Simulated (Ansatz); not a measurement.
Trial structure of VMoS4, not yet relaxed:

```yaml
crystal:
  lattice:
    - [3.42514, 0.00000, 0.00000]
    - [-1.71257, 2.96626, 0.00000]
    - [0.00000, 0.00000, 12.43038]
  atoms:
    - { symbol: V, position: [0.00000, 0.00000, 0.50000] }
    - { symbol: Mo, position: [0.00000, 0.00000, 0.00000] }
    - { symbol: S, position: [0.66667, 0.33333, 0.38031] }
    - { symbol: S, position: [0.66667, 0.33333, 0.88031] }
    - { symbol: S, position: [0.33333, 0.66667, 0.11969] }
    - { symbol: S, position: [0.33333, 0.66667, 0.61969] }
```

Computed with DFT PBE, scalar-relativistic, plane waves, PAW in Ansatz 0.2.0. Cutoff 420 eV; k points 6×6×2 on the computed 6-atom cell (Γ-centred); Gaussian smearing, width 0.10 eV; collinear spin from starting moments 2.0 1.0 0.0 0.0 0.0 0.0 μB.

Formation energies are uncorrected and refer to the elements' standard structures at the same level.

Question: What does a single point on this coarse mesh give?

Answer: The pressure is -8.6 GPa (the mean over three directions, positive in compression), the largest force is 1.27 eV/Å, and the energy is −0.65 eV/atom against the elements. The shortest distance is 2.47 Å.

Question: Is it a good guess?

Answer: A fair one: relaxing gains under 0.1 eV/atom (the start's value is from the coarse mesh, so the gain is rough) in 14 ionic steps and ends at −0.74 eV/atom on the finer mesh. The symmetry stays P-3m1 (No. 164). The volume per atom shrinks by 5.3 %, from 21.0 to 19.9 Å³. The shortest distance goes from 2.47 Å (Mo–S and V–S) to 2.35 Å (V–S). The ratio c/a of the conventional cell changes by a factor of 1.17. Conventional cell: a = 3.188 Å, c = 13.580 Å. V is surrounded by 6 S at 2.35 Å; around Mo lie 6 S at 2.43 Å; S on its first site is surrounded by 3 V at 2.35 Å; 1 more site not described.

The last run used collinear spin, a 12×12×4 mesh (in the run's order of axes) for its 6-atom cell and Gaussian smearing of 0.10 eV. No dispersion correction is applied, so the spacing and binding between layers, chains or molecules are poorly described. No Hubbard U is applied to the 3d shell of V. The reference form of S is held partly by dispersion forces, which this level lacks. The relaxation can't lower the symmetry of the start, and the grade says only how near the guess is to its own end. Symmetry constrained the relaxation, so the result can be a saddle point. Another cell of VMoS4 relaxed alike, in P-6m2, lies 148 meV/atom lower, so this cell isn't the stable form at this level.
